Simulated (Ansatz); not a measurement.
Relaxation of a generated cell, Co2Si built in the Cu2Sb structure type; 6 atoms in the cell, which starts as P4/nmm, origin choice 1 (No. 129), tP6; a = b = 3.4498 Å, c = 5.2638 Å, α = β = γ = 90.00°. Method: PBE (plane waves to 420 eV, PAW, scalar-relativistic; Ansatz, an electronic-structure program). Γ-centred k-mesh 7×7×5 on the run's cell (coarser than for final values), Fermi–Dirac smearing 0.05 eV. This is the first round of the run. Spin-polarised start, with parallel moments on Co.

The optimiser's lines from the output (shortened; P is positive under compression):

```
relax step   1: F+E_penalty+E_count = -21776.06086876 eV  Δ(F+E_penalty+E_count) = +0.000e0 eV  max|allowed force component| = 4.057e0 eV/Å  Δτ_max = 0.0000 Å  P = +33.008 GPa  Ω = 62.644 Å³  (19 SCF iters, dr2 threshold 1.00e-7 eV, accepted)
relax step   2: F+E_penalty+E_count = -21777.00589527 eV  Δ(F+E_penalty+E_count) = -9.450e-1 eV  max|allowed force component| = 2.499e0 eV/Å  Δτ_max = 0.0720 Å  P = +14.546 GPa  Ω = 65.920 Å³  (13 SCF iters, dr2 threshold 6.00e-7 eV, accepted)
relax step   3: F+E_penalty+E_count = -21777.69070161 eV  Δ(F+E_penalty+E_count) = -6.848e-1 eV  max|allowed force component| = 1.012e0 eV/Å  Δτ_max = 0.1343 Å  P = -0.419 GPa  Ω = 69.230 Å³  (13 SCF iters, dr2 threshold 6.00e-7 eV, accepted)
relax step   4: F+E_penalty+E_count = -21778.00967445 eV  Δ(F+E_penalty+E_count) = -3.190e-1 eV  max|allowed force component| = 9.703e-2 eV/Å  Δτ_max = 0.1921 Å  P = +4.019 GPa  Ω = 67.116 Å³  (12 SCF iters, dr2 threshold 6.00e-7 eV, accepted)
relax step   5: F+E_penalty+E_count = -21778.02624626 eV  Δ(F+E_penalty+E_count) = -1.657e-2 eV  max|allowed force component| = 6.428e-2 eV/Å  Δτ_max = 0.0239 Å  P = +0.264 GPa  Ω = 68.356 Å³  (12 SCF iters, dr2 threshold 6.00e-7 eV, accepted)
relax step   6: F+E_penalty+E_count = -21778.02721483 eV  Δ(F+E_penalty+E_count) = -9.686e-4 eV  max|allowed force component| = 1.149e-2 eV/Å  Δτ_max = 0.0095 Å  P = -0.033 GPa  Ω = 68.458 Å³  (9 SCF iters, dr2 threshold 3.66e-7 eV, accepted)
relax step   7: F+E_penalty+E_count = -21778.02723470 eV  Δ(F+E_penalty+E_count) = -1.987e-5 eV  max|allowed force component| = 4.223e-4 eV/Å  Δτ_max = 0.0010 Å  P = +0.001 GPa  Ω = 68.449 Å³  (9 SCF iters, dr2 threshold 8.25e-9 eV, accepted)
relax step   8: F+E_penalty+E_count = -21778.04899816 eV  Δ(F+E_penalty+E_count) = -2.176e-2 eV  max|allowed force component| = 3.714e-3 eV/Å  Δτ_max = 0.0000 Å  P = +0.728 GPa  Ω = 68.449 Å³  stress off target by 1.59e0 GPa  SCF on the basis re-selected at this cell (its energy is not comparable with the rows above)  (17 SCF iters)
relax step   9: F+E_penalty+E_count = -21778.05036947 eV  Δ(F+E_penalty+E_count) = -1.371e-3 eV  max|allowed force component| = 1.353e-2 eV/Å  Δτ_max = 0.0036 Å  P = -0.058 GPa  Ω = 68.645 Å³  (10 SCF iters, dr2 threshold 6.00e-7 eV, accepted)
relax step  10: F+E_penalty+E_count = -21778.05050225 eV  Δ(F+E_penalty+E_count) = -1.328e-4 eV  max|allowed force component| = 4.422e-4 eV/Å  Δτ_max = 0.0017 Å  P = +0.003 GPa  Ω = 68.645 Å³  (9 SCF iters, dr2 threshold 2.37e-7 eV, accepted)
relax step  11: F+E_penalty+E_count = -21778.05063683 eV  Δ(F+E_penalty+E_count) = -1.346e-4 eV  max|allowed force component| = 2.927e-4 eV/Å  Δτ_max = 0.0000 Å  P = +0.002 GPa  Ω = 68.645 Å³  stress off target by 5.36e-3 GPa  SCF on the basis re-selected at this cell (its energy is not comparable with the rows above)  (15 SCF iters)
```

From the first to the last row the energy changes by -0.33 eV/atom and the volume by +9.6 %. The last row is marked as not comparable with the walk above it, whose basis was carried along; it does compare with step 1, since both stand on a basis selected at the nominal cutoff for their own cell.

Later rounds, restarted from the end of this one on a renewed k-mesh, logged 8 more steps and released under 0.01 eV/atom more. The final structure after all rounds: P4/nmm, origin choice 1 (No. 129), tP6, AFLOW prototype A2B_tP6_129_ac_c (C38, as in Cu2Sb); a = b = 3.455 Å, c = 5.751 Å, α = β = γ = 90.00°. Between re-selections the logged energies stand on a plane-wave basis carried along with the cell. Spin state reached: ferromagnetic (net 0.55 μB/atom), from parallel starting moments; other spin orders were not run from this start.

The run could not lose the symmetry of its start; a randomly shaken copy of 12 atoms returns to this structure.

The relaxed structure here is a generated cell of Co2Si: the first start was made by placing the elements on the sites of a structure type, and the end was not matched to a known phase here, so it may be hypothetical.
